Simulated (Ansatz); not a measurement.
# Step by step: W, relaxation of cell and atoms

All numbers below come from DFT, LDA, all-electron LAPW, scalar-relativistic (Ansatz 0.2.0).

Command: `ansatz run input.yaml --threads 1 --pin off --max-ram 2048MiB --backend cpu --events-out ev --progress --plain --runs-dir out` The run took 55 s on 1 thread of Arm Neoverse V1, with other jobs on the host, peak memory 0.37 GiB.

```yaml
crystal:
  lattice:
    - [-1.582345, 1.582345, 1.582345]
    - [1.582345, -1.582345, 1.582345]
    - [1.582345, 1.582345, -1.582345]
  atoms:
    - { symbol: W, position: [0.0, 0.0, 0.0] }
kpoints:
  mp_grid: { grid: [15, 15, 15] }
scf:
  occupations: { method: fermi_dirac, width: 0.05 }
hamiltonian:
  xc: lda
  pseudopotentials: { kind: all_electron, lapw: { basis_error: 0.001 } }
output:
  forces: true
  stress: true
relax:
  f_tol: 0.005
  max_steps: 80
  cell: {}
```

Spin–orbit coupling is left out, though it moves levels of the heavy atoms by tenths of an eV or more.

The geometry is COD entry 9008558, unchecked; take it as a test cell.

Each frame lists the cell vectors (Å), then Cartesian positions (Å); symmetry keeps all forces zero. Free energies count from the first step, -438947.4092 eV.

The walk took 5 evaluations in all; steps that aren't listed are left out.

Step 1: E = 0.0 meV, P = -8.61 GPa

```
cell -1.5823 1.5823 1.5823 1.5823 -1.5823 1.5823 1.5823 1.5823 -1.5823
W     0.0000    0.0000    0.0000
```

Step 2:

```
cell -1.5288 1.5288 1.5288 1.5288 -1.5288 1.5288 1.5288 1.5288 -1.5288
W     0.0000    0.0000    0.0000
```

Problem. Give the energy, pressure of step 2.

Solution. E = +85.0 meV, P = 29.26 GPa, step rejected
```
W     0.0000    0.0000    0.0000
```

Problem. How does the relaxation end?

Solution. It converges, with a = 3.136 Å, b = 3.136 Å, c = 3.136 Å, α = 90.00°, β = 90.00°, γ = 90.00° (conventional cell, space group Im-3m). The last solve (on a basis chosen afresh for the final cell, so its energy is not quite comparable) gives E = -11.8 meV, P = 0.01 GPa:
```
cell -1.5680 1.5680 1.5680 1.5680 -1.5680 1.5680 1.5680 1.5680 -1.5680
W     0.0000    0.0000    0.0000
```
